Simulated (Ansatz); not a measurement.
ZrTa:
```
CELL_PARAMETERS angstrom
      0.00000     2.78742     2.78742
      2.78742     0.00000     2.78742
      2.78742     2.78742     0.00000
ATOMIC_POSITIONS crystal
  Ta 0.00000 0.00000 0.00000
  Zr 0.50000 0.50000 0.50000
```

Relaxed with PBEsol. Special points in fractions of this cell's reciprocal vectors: Γ (0.000, 0.000, 0.000); X (0.500, 0.000, 0.500); U (0.625, 0.250, 0.625); K (0.375, 0.375, 0.750); L (0.500, 0.500, 0.500); W (0.500, 0.250, 0.750).

Task: List the band energies nearest the Fermi level at these points for PBEsol in the plane-wave PAW code Ansatz.

Result: In eV from the Fermi level; about four levels below and three above (degenerate sets whole), none deeper than 8.9 eV; points with the same levels are listed once.

```json
[
 {"k": "Γ", "below": "-2.19 -2.19 -2.00 -2.00 -2.00", "above": "6.19 6.19 6.19"},
 {"k": "X", "below": "-3.63 -2.96 -1.25 -0.72", "above": "0.38 2.33 2.33"},
 {"k": "U", "below": "-2.01 -1.04 -0.95 -0.41", "above": "1.47 3.36 3.49"},
 {"k": "L", "below": "-2.62 -2.19", "above": "0.38 0.38 0.78 0.78"},
 {"k": "W", "below": "-2.13 -2.13 -2.02 -1.24", "above": "0.83 1.31 2.43"}
]
```

Space group Fm-3m (rock salt). The start of the workflow was typed in or built on a structure type; neither database checked (COD, Materials Project) lists it. Its standing as an ambient phase is unchecked. The cell was relaxed with PBEsol under the symmetry of its start. At this level the phase is mechanically unstable. No spin polarisation was allowed. Its formation energy is positive at this level, so the cell may be metastable or incomplete. Scalar-relativistic: spin–orbit coupling is off unless named, which matters more the heavier the elements.

Potentials: the later of the program's two PAW sets.
